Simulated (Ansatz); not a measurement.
Zn:
```
CELL_PARAMETERS angstrom
      2.39800     1.27714     0.00000
     -2.39800     1.27714     0.00000
     -2.09853     0.00000     6.63392
ATOMIC_POSITIONS crystal
  Zn 0.00000 0.00000 0.00000
  Zn 0.24079 0.75921 0.66480
  Zn 0.75921 0.24079 0.33520
```

Relaxed with LDA. Special points in fractions of this cell's reciprocal vectors: Γ (0.000, 0.000, 0.000); C (0.328, 0.328, 0.000); C2 (-0.328, 0.672, 0.000); Y2 (-0.500, 0.500, 0.000); M2 (-0.500, 0.500, 0.500); D (-0.312, 0.688, 0.500); D2 (0.312, 0.312, 0.500); A (0.000, 0.000, 0.500); L2 (0.000, 0.500, 0.500); V2 (0.000, 0.500, 0.000).

Question: List the band energies nearest the Fermi level at these points for LDA in the plane-wave PAW code Ansatz.

Answer: In eV from the Fermi level; about four levels below and three above (degenerate sets whole), none deeper than 8.9 eV; points with the same levels are listed once.

```
k                     below              above
--  -----------------------  -----------------
Γ   -7.34 -7.24 -7.00 -6.98    3.71 3.81 15.19
C   -7.25 -0.59 -0.46 -0.17     0.36 0.40 3.45
Y2  -3.38 -3.34 -2.86 -1.92     2.45 3.49 4.71
M2  -4.05 -3.37 -1.80 -0.39     0.44 0.74 8.80
D   -7.24 -0.68 -0.53 -0.38     0.00 2.51 3.03
A   -7.38 -7.16 -3.55 -1.53  11.27 11.40 15.34
L2  -7.10 -2.98 -2.59 -2.21     0.27 2.44 3.85
V2  -7.09 -3.18 -2.51 -2.03     0.61 2.11 3.06
```

Space group C2/m. The workflow started from a Materials Project entry (that database holds measured and hypothetical structures alike); the Crystallography Open Database copy checked does not list it. It is not the phase usual at ambient conditions (space group No. 194). Symmetry was held in the LDA relaxation; its stability against distortions is not shown here.

Potentials: the later of the program's two PAW sets.
